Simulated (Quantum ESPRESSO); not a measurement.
## One change at a time to HfRe2Ti4Zr

All numbers below are calculated, not measured. They come from Quantum ESPRESSO 7.5, a public plane-wave density functional program. Each row is one single-point run on a made-up periodic cell of eight metal atoms, with elements, volume, strain and displacements drawn at random and not relaxed, so a cell may be unstable or far from any real phase. There is no spin polarisation or spin-orbit coupling.

Settings: PBE unless stated; PseudoDojo standard norm-conserving files; Fermi-Dirac width 0.25 eV, which means electrons at about 2900 K; cutoff 1143 eV; 5 x 5 x 5 k mesh shifted half a step off Gamma. E is the free energy of the whole cell (internal energy minus TS), so a -TS column is already part of it. Stress is positive in tension, and the pressure P is minus a third of its trace.

Checks: one run of this series was repeated at a higher cutoff and on a denser mesh, which moved values by no more than 0.004 eV, 0.03 GPa and 0.005 eV/Å, and a second program with other atomic files agreed on it to 2 % rms in force and 0.5 GPa in pressure. Known limits: heavy elements are run without spin-orbit coupling, which real alloys of them have; a spin test at this wide smearing found no moment, but such smearing suppresses magnetism that the real alloy may have.

The lattice is hexagonal close-packed, and the cell vectors in Å are (2.897, -0.053, 4.488); (2.863, 0.025, -4.467); (-2.904, 5.013, -0.053), a volume of 128.90 Å³ in run 1. The elements on sites 1 to 8 are Ti Re Hf Ti Ti Zr Ti Re. Each later run makes one change to run 1 and keeps the rest. E is counted from run 1, and is n/a where other atomic files have another zero of energy.

```
run,change,V (Å³),P (GPa),-TS (eV),rms force (eV/Å),largest change of a force component (eV/Å),E (eV)
1,none,128.90,21.06,-2.157,1.144,0.000,0.000
2,sites 1 and 6 exchanged,128.90,21.17,-2.147,1.136,0.981,-0.148
3,all lengths scaled by +1.50 %,134.79,12.23,-2.254,1.012,0.353,?
4,LDA in place of PBE,128.90,8.65,-2.183,0.999,0.366,n/a
5,Ir on site 1,128.90,16.34,-1.994,1.071,0.812,n/a
6,site 7 moved by -0.12 Å along y,128.90,20.89,-2.157,1.128,0.460,-0.008
```

## Worked estimate

Along a uniform scaling dE = -P dV. The mean of the two pressures is 16.645 GPa and the volume changes by 5.89 Å³, with 160.2 GPa to one eV/Å³. The same two rows give -V dP/dV = 198 GPa for this cell with clamped atoms, which is not the bulk modulus of a real alloy.

## Withheld value

Question: what E should run 3 give?

The estimate is -0.612 eV. The calculation gave -0.607 eV. The mean of two end points misses the curvature of P, and the finite cutoff adds a little.
